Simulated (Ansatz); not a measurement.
Input and command of a calculation in Ansatz (plane waves; scalar-relativistic PAW potentials unless the input names others):

```yaml
crystal:
  lattice:
    - [3.0592956013, 2.9e-09, 0.0]
    - [-1.5296478031, 2.649427707, 0.0]
    - [0.0, 0.0, 15.011711725]
  atoms:
    - { symbol: Si, position: [0.3333333333, 0.6666666667, 0.8329904585] }
    - { symbol: Si, position: [0.6666666667, 0.3333333333, 0.3329904585] }
    - { symbol: Si, position: [0.6666666667, 0.3333333333, 0.6665017732] }
    - { symbol: Si, position: [0.3333333333, 0.6666666667, 0.1665017732] }
    - { symbol: Si, position: [0.0, 0.0, 0.4997210974] }
    - { symbol: Si, position: [0.0, 0.0, 0.9997210974] }
    - { symbol: C, position: [0.0, 0.0, 0.8743700248] }
    - { symbol: C, position: [0.0, 0.0, 0.3743700248] }
    - { symbol: C, position: [0.3333333333, 0.6666666667, 0.7080047586] }
    - { symbol: C, position: [0.6666666667, 0.3333333333, 0.2080047586] }
    - { symbol: C, position: [0.6666666667, 0.3333333333, 0.5415128876] }
    - { symbol: C, position: [0.3333333333, 0.6666666667, 0.0415128876] }
basis:
  ecutwfc: 420
kpoints:
  mp_grid: { grid: [12, 12, 2] }
hamiltonian:
  xc: lda
  dispersion: d3bj
scf:
  occupations: { method: gaussian, width: 0.02 }
output:
  forces: true
  eigenvalues: true
  stress: true
```

```bash
ansatz run input.yaml --threads 4 --pin off --max-ram 8192MiB --backend cpu --events-out ev --progress --plain --runs-dir out
```

Abridged log:
```
Warning: the engine holds no damping parameters fitted to this dispersion correction and functional, so the run takes those fitted to pbe (hamiltonian.dispersion, under Limitations)
Basis set: ecut = 420 eV, 2379 PW (Γ)
Bands: 36, of which v1, the nominal top of the filled ones, is band 24 counted from 1 (23 counted from 0)
Symmetry: 12 space group operations
k-points: 38 of 288
SCF iter   1: F=—  HF=-5116.926251 eV  |F-HF|=—  |Δ(HF+E_count)|=         —  Δρ=7.76e-3  dr2=7.46e-2  ethr=1.77e-3  ⟨swp⟩=6.9  Hψ=7121  notcnv=0  defer=21
SCF iter   2: F=—  HF=-5116.904834 eV  |F-HF|=—  |Δ(HF+E_count)|=   2.14e-2  Δρ=2.72e-3  dr2=3.80e-3  ethr=1.55e-4  ⟨swp⟩=2.7  Hψ=2624  notcnv=0  defer=269
SCF iter   3: F=—  HF=-5116.903905 eV  |F-HF|=—  |Δ(HF+E_count)|=   9.29e-4  Δρ=9.11e-4  dr2=4.24e-4  ethr=7.92e-6  ⟨swp⟩=1.1  Hψ=1101  notcnv=0  defer=155
automatic band count: iteration 3 solves 33 bands in place of 36: the levels show a gap, and the empty bands left out lie too high to hold charge; the band table lists the bands solved (type scf.n_extra_bands for more)
SCF iter   4: F=—  HF=-5116.903826 eV  |F-HF|=—  |Δ(HF+E_count)|=   7.91e-5  Δρ=6.60e-5  dr2=2.11e-5  ethr=8.83e-7  ⟨swp⟩=2.3  Hψ=1979  notcnv=0  defer=155
SCF iter   5: F=—  HF=-5116.903820 eV  |F-HF|=—  |Δ(HF+E_count)|=   5.53e-6  Δρ=2.24e-5  dr2=5.92e-7  ethr=4.41e-8  ⟨swp⟩=2.0  Hψ=1723  notcnv=0  defer=155
SCF iter   6: F=-5116.903820 eV  HF=-5116.903820 eV  |F-HF|=1.39e-8  |Δ(HF+E_count)|=   3.05e-8  Δρ=6.10e-6  dr2=3.64e-8  ethr=2.08e-10  ⟨swp⟩=10.8  Hψ=6253  notcnv=0
SCF 1 converged in 6 iterations: F = -5116.903820 eV  dr2 = 3.64e-8
SCF converged after 6 iterations
Free energy (F): -5116.903820 eV
Harris-Foulkes:  -5116.903820 eV  (|F-HF|=1.39e-8)
Internal energy: -5116.903820 eV  (E = F + TS)
E sigma→0 (E₀):  -5116.903820 eV
Fermi energy:    10.532474 eV
  E_disp       = -3.685811  (pairwise vdW)
--- Forces (eV/Å), atoms counted from 1 ---
  atom   1  Si     0.00000000     0.00000000    -0.00088008
  atom   2  Si     0.00000000     0.00000000    -0.00088008
  atom   3  Si     0.00000000     0.00000000     0.00008184
  atom   4  Si     0.00000000     0.00000000     0.00008184
  atom   5  Si     0.00000000     0.00000000     0.00104590
  atom   6  Si     0.00000000     0.00000000     0.00104590
  atom   7  C      0.00000000     0.00000000     0.00000878
  atom   8  C      0.00000000     0.00000000     0.00000878
  atom   9  C      0.00000000     0.00000000    -0.00015947
  atom  10  C      0.00000000     0.00000000    -0.00015947
  atom  11  C      0.00000000     0.00000000    -0.00005119
  atom  12  C      0.00000000     0.00000000    -0.00005119
--- Stress (GPa, compression-positive) ---
       -4.887211       0.000000       0.000000
        0.000000      -4.887211       0.000000
        0.000000       0.000000      -4.893279
  P = ⅓ Tr σ = -4.8892 GPa (-48.892 kbar)
```

Apart from outputs, empty bands and the relaxation, which only the reference makes, the input differs from a reference run on usual settings in hamiltonian.dispersion: not typed → "d3bj". The reference, at the same geometry, ended its own course with pressure -0.02 GPa, largest force 0.001 eV/Å, gap on the mesh 1.98 eV. This run converged in 6 SCF iterations with an energy at zero smearing 307 meV/atom below the reference's (the Hamiltonian itself differs), pressure -4.89 GPa, largest force 0.001 eV/Å, gap on the mesh 1.98 eV.

Time: 4.8 s on 4 threads of Intel(R) Xeon(R) Processor @ 2.70GHz (shared host), peak memory 0.46 GiB.